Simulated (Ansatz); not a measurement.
Cu Kα1 powder pattern (kinematic, no thermal factors).
2θ (°) (relative intensity): 19.22 (1), 23.59 (100), 30.61 (2), 33.61 (1), 39.01 (79), 46.09 (49), 56.34 (13), 61.93 (19), 70.65 (26), 75.66 (14), 83.78 (8), 88.58 (14)

The pattern is computed from a structure relaxed with DFT PBE, scalar-relativistic, plane waves, PAW (Ansatz). No spin polarisation. Its elements are As, In, Sb.

Q: Give the structure.

A: In$_{4}$Sb$_{3}$As.
Space group P-43m (No. 215). a = 6.526 Å, b = 6.526 Å, c = 6.526 Å, α = 90.00°, β = 90.00°, γ = 90.00°
| atom | site | symmetry | x | y | z |
| --- | --- | --- | --- | --- | --- |
| In | 4e | .3m | 0.2417 | 0.7583 | 0.2417 |
| Sb | 3c | -42.m | 0.0000 | 0.5000 | 0.5000 |
| As | 1a | -43m | 0.0000 | 0.0000 | 0.0000 |

A pattern alone doesn't exclude other cells with like lines; this is the one computed.

The cell was found from a structure generator's guess, not taken from experiment.
